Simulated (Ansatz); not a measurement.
Relaxation of a relaxed Ge cell shaken by Gaussian noise of σ = 0.08 Å a coordinate; 8 atoms in the cell, which starts as P1 (No. 1), aP8; a = b = c = 6.0316 Å, α = β = γ = 109.47°. All values below come from r2SCAN (plane waves to 500 eV, PAW, scalar-relativistic; Ansatz, a quantum-chemistry and plane-wave program). Γ-centred k-mesh 5×5×5 on the run's cell (coarser than for final values), Fermi–Dirac smearing 0.05 eV. This is the first round of the run. 

The optimiser's lines from the output (shortened; P is positive under compression):

```
relax step   1: F+E_penalty+E_count = -34421.67958663 eV  Δ(F+E_penalty+E_count) = +0.000e0 eV  max|allowed force component| = 1.086e0 eV/Å  Δτ_max = 0.0000 Å  P = -0.322 GPa  Ω = 168.919 Å³  (10 SCF iters, dr2 threshold 1.00e-7 eV, accepted)
relax step   2: F+E_penalty+E_count = -34421.89869603 eV  Δ(F+E_penalty+E_count) = -2.191e-1 eV  max|allowed force component| = 2.531e-1 eV/Å  Δτ_max = 0.1377 Å  P = +0.259 GPa  Ω = 167.667 Å³  (8 SCF iters, dr2 threshold 8.00e-7 eV, accepted)
relax step   3: F+E_penalty+E_count = -34421.95692743 eV  Δ(F+E_penalty+E_count) = -5.823e-2 eV  max|allowed force component| = 2.783e-2 eV/Å  Δτ_max = 0.0551 Å  P = +0.165 GPa  Ω = 168.215 Å³  (8 SCF iters, dr2 threshold 8.00e-7 eV, accepted)
relax step   4: F+E_penalty+E_count = -34421.96361530 eV  Δ(F+E_penalty+E_count) = -6.688e-3 eV  max|allowed force component| = 5.391e-3 eV/Å  Δτ_max = 0.0140 Å  P = -0.057 GPa  Ω = 168.805 Å³  (7 SCF iters, dr2 threshold 8.00e-7 eV, accepted)
relax step   5: F+E_penalty+E_count = -34421.96366250 eV  Δ(F+E_penalty+E_count) = -4.720e-5 eV  max|allowed force component| = 4.772e-4 eV/Å  Δτ_max = 0.0006 Å  P = -0.003 GPa  Ω = 168.703 Å³  (6 SCF iters, dr2 threshold 9.50e-9 eV, accepted)
relax step   6: F+E_penalty+E_count = -34421.96363741 eV  Δ(F+E_penalty+E_count) = +2.509e-5 eV  max|allowed force component| = 4.758e-4 eV/Å  Δτ_max = 0.0000 Å  P = -0.003 GPa  Ω = 168.703 Å³  stress off target by 3.71e-3 GPa  SCF on the basis re-selected at this cell (its energy is not comparable with the rows above)  (5 SCF iters)
```

From the first to the last row the energy changes by -0.04 eV/atom and the volume by -0.1 %. The last row is marked as not comparable with the walk above it, whose basis was carried along; it does compare with step 1, since both stand on a basis selected at the nominal cutoff for their own cell.

Later rounds, restarted from the end of this one on a renewed k-mesh, logged 3 more steps and released under 0.01 eV/atom more. The final structure after all rounds: Ia-3 (No. 206), cI16, AFLOW prototype A_cI16_206_c (as in Si); a = 6.9647 Å, b = 6.9647 Å, c = 6.9647 Å, α = 90.00°, β = 90.00°, γ = 90.00°. No spin polarisation in the result.

The relaxed structure here is a generated cell of Ge: the first start was made by placing the elements on the sites of a structure type, and the end was not matched to a known phase here, so it may be hypothetical. Known forms of Ge include space group No. 227.
